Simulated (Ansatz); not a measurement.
OsBr2 as a 1T monolayer was relaxed with 5 functionals in the PAW code Ansatz, cell and atoms free, the symmetry of the start kept (meshes: PBE 12×12×1, r2SCAN 12×12×1, PBEsol 12×12×1, LDA 12×12×1, HSE06 6×6×1). The structure was generated, not taken from experiment, and needn't be the ground state; spin polarisation is off.

The LDA result:
```
CELL_PARAMETERS angstrom
3.75143 0.00000 0.00000
-1.87571 3.24883 0.00000
0.00000 0.00000 30.15072
ATOMIC_POSITIONS crystal
Os 0.00000 0.00000 0.29850
Br 0.33333 0.66667 0.33931
Br 0.66667 0.33333 0.25769
```
The sheet repeats along a and b alone.

In-plane lattice: a = 3.751 Å, b = 3.751 Å, γ = 120.0°; thickness between the outer nuclei 2.46 Å. Around Os lie 6 Br at 2.49 Å; around Br lie 3 Os at 2.49 Å.

**Question.** How does the cell change with r2SCAN?

**Answer.** a = 3.794 Å; the area differs by +2.3 % from LDA's. Os is surrounded by 6 Br at 2.54 Å; Br is surrounded by 3 Os at 2.54 Å.

**Question.** How does the cell change with PBE?

**Answer.** a = 3.830 Å; the area differs by +4.2 % from LDA's. Around Os lie 6 Br at 2.54 Å; around Br lie 3 Os at 2.54 Å.

**Question.** Held at the r2SCAN cell, what mean stress does LDA find, and does its sign point to its own minimum?

**Answer.** Yes. LDA -3.14 N/m, and its relaxed area is -2.2 % from r2SCAN's. Compression counts positive, so a positive stress asks for a larger cell.
